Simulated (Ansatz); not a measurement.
Name crystals whose computed values (PBEsol in the plane-wave PAW code Ansatz) fall in these windows: electron conductivity mass (mₑ) 0.46 to 0.65; B₀ by P(V) fit (GPa) 44 to 53.



```csv
crystal,electron conductivity mass (mₑ),B₀ by P(V) fit (GPa)
"NaF, rock salt",0.56,48.5
"KLuS2, R-3m (Lu on 3b, K on 3a, S on 6c)",0.49,48.9
"MgH2, rutile",0.47,50.0
```
Others may fit too.

Standing as an ambient phase not checked: KLuS2, R-3m (Lu on 3b, K on 3a, S on 6c). All cells were relaxed under the symmetry of their starts (and spin orders); stability against distortions was not tested throughout. Scalar-relativistic: spin–orbit coupling is off unless named, which matters more the heavier the elements.

Potentials: the later of the program's two PAW sets.
